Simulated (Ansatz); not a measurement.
MgO:
```xyz
8
Lattice="5.5104 0.0000 0.0000 0.0000 5.5104 0.0000 0.0000 0.0000 3.2762" Properties=species:S:1:pos:R:3 pbc="T T T"
Mg     1.7662     3.7442     0.0000
Mg     3.7442     1.7662     0.0000
Mg     4.5214     4.5214     1.6381
Mg     0.9890     0.9890     1.6381
O      1.7445     1.7445     0.0000
O      3.7659     3.7659     0.0000
O      1.0107     4.4997     1.6381
O      4.4997     1.0107     1.6381
```

Relaxed with PBEsol. Special points in fractions of this cell's reciprocal vectors: Γ (0.000, 0.000, 0.000); X (0.000, 0.500, 0.000); M (0.500, 0.500, 0.000); Z (0.000, 0.000, 0.500); R (0.000, 0.500, 0.500); A (0.500, 0.500, 0.500).

Problem. List the band energies nearest the valence-band maximum at these points for the program Ansatz at the PBEsol level (PAW).

Solution. In eV from the valence-band maximum; about four levels below and three above (degenerate sets whole), none deeper than 8.9 eV; points with the same levels are listed once.

| k | below | above |
|---|---|---|
| Γ | -0.33 -0.03 -0.03 -0.02 | 3.36 8.21 8.36 |
| X | -0.33 -0.33 -0.28 -0.28 | 5.53 5.53 7.96 7.96 |
| M | -0.44 -0.44 -0.37 -0.37 | 6.54 6.54 6.67 6.67 |
| Z | -0.79 -0.79 -0.51 -0.51 | 7.70 7.70 8.77 8.77 |
| R | -0.60 -0.60 -0.20 -0.20 | 7.88 7.88 7.98 7.98 |
| A | -0.53 -0.53 -0.43 -0.43 | 7.05 7.05 7.80 7.80 |

Space group P4_2/mnm. The start of the workflow was typed in or built on a structure type; neither database checked (COD, Materials Project) lists it. It is not the phase usual at ambient conditions (space group No. 225). Symmetry was held in the PBEsol relaxation; phonons on a q-mesh show no instability.

Potentials: the later of the program's two PAW sets.
